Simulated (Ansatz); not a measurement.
CuI$_{2}$ in space group P4/mmm (No. 123; Cu on 1a, I on 2f), DFT-PBE+D3(BJ) in the program Ansatz with PAW potentials, all energies at zero smearing, with the estimated change up to a 700 eV cutoff added, with one set of potentials and settings (totals compare only within such a set). Cell of 3 atoms (1 Cu, 2 I): -21651.478 eV.

```
element             reference phase  E (eV/atom)
-------  --------------------------  -----------
Cu       Fm-3m, 1 atoms in the cell   -6625.7717
I         Cmce, 4 atoms in the cell   -7513.2016
```

Formation energy per atom, worked out: (-21651.478 − 1×(-6625.7717) − 2×(-7513.2016))/3 = 0.232 eV/atom (22 kJ per mol of atoms), at 0 K, without zero-point energy or fitted corrections.

The first step of the workflow began from a Materials Project structure, measured or hypothetical; the Crystallography Open Database copy checked does not list it. Whether it is the stable phase at ambient conditions was not checked. The PBE+D3(BJ) relaxation kept the symmetry of its start; its stability against distortions is not shown here. No spin polarisation was allowed. Its formation energy is positive at this level, so the cell may be metastable or incomplete. The references are the lowest solids computed at this level, not always the standard phases. Scalar-relativistic: spin–orbit coupling is off unless named, which matters more the heavier the elements.

Potentials: the later of the program's two PAW sets.
